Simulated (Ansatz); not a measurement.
The relaxed structure here is a generated cell of Y: the first start was made by placing the elements on the sites of a structure type, and the end was not matched to a known phase here, so it may be hypothetical. Known forms of Y include space group No. 194.

The end point of a relaxation of Y. Space group Fm-3m (No. 225), fcc (Cu type). Calculation: PBEsol (plane waves to 420 eV, PAW, scalar-relativistic; Ansatz, a program for electronic structure).

```xyz
1
Lattice="0.0000 2.4885 2.4885 2.4885 0.0000 2.4885 2.4885 2.4885 0.0000" Properties=species:S:1:pos:R:3 pbc="T T T"
Y      0.0000     0.0000     0.0000
```

| Quantity | Value |
|---|---|
| Volume per atom | 30.82 Å³ |
| Band gap | zero (metallic) |
| Shortest distances | Y–Y 3.52 Å |
| k-mesh | 16×16×16 |

Band energies at high-symmetry points (eV from the Fermi level; labels of this space group; no spin-orbit coupling), from −5 eV up to 3.7 eV:

```
point              energies
-----  --------------------
Γ      -4.81 1.84 1.84 1.84
X          -1.87 -0.98 2.32
U          -1.08 -0.51 1.16
K          -1.08 -0.51 1.16
L      -2.04 0.79 1.65 1.65
W      -0.82 0.28 0.28 2.75
```

No spin polarisation in the result.

The run could not lose the symmetry of its start: the end is stationary, and may be a saddle point rather than a minimum.

It was reached from a disturbed copy of a Pm-3m (No. 221) cell (simple cubic type), against which it lies -0.78 eV/atom.
